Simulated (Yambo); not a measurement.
One stored BSE kernel of dimension 648 for InP (zinc blende, space group F-43m, No. 216) (Yambo, PBEsol bands; 6×6×6 mesh, 3 valence and 1 conduction bands, static screening with 28 bands and a 4 Ry block, scissor 0.45 eV, Tamm-Dancoff; broadening 0.15 eV; field along x), solved in several ways.

```json
[
 {"solver": "Haydock, threshold 2 %", "iterations": "10", "largest change of Im ε (% of its maximum)": "35", "rough time": "within a factor of two"},
 {"solver": "Haydock, threshold 0.5 %", "iterations": "18", "largest change of Im ε (% of its maximum)": "18", "rough time": "within a factor of two"},
 {"solver": "Haydock, threshold 0.1 %", "iterations": "28", "largest change of Im ε (% of its maximum)": "1.6", "rough time": "within a factor of two"},
 {"solver": "Haydock, threshold 0.005 %", "iterations": "37", "largest change of Im ε (% of its maximum)": "0.1", "rough time": "1"},
 {"solver": "SLEPc, lowest 10 states", "iterations": "–", "largest change of Im ε (% of its maximum)": "no full spectrum", "rough time": "within a factor of two"},
 {"solver": "SLEPc, lowest 60 states", "iterations": "–", "largest change of Im ε (% of its maximum)": "no full spectrum", "rough time": "within a factor of two"},
 {"solver": "full diagonalisation", "iterations": "–", "largest change of Im ε (% of its maximum)": "reference", "rough time": "within a factor of two"}
]
```

Haydock gives the spectrum without eigenstates, SLEPc the lowest states alone, full diagonalisation everything at a cost that grows as the cube of the dimension. Times include reading the kernel. Times are rough ratios from shared machines. Mesh and scissor weren't tested; the rows compare only with each other.

Spin-orbit coupling is not included.

Geometry relaxed with PBEsol; primitive cell a = 4.1586 Å, b = 4.1586 Å, c = 4.1586 Å, α = 60.00°, β = 60.00°, γ = 60.00°.
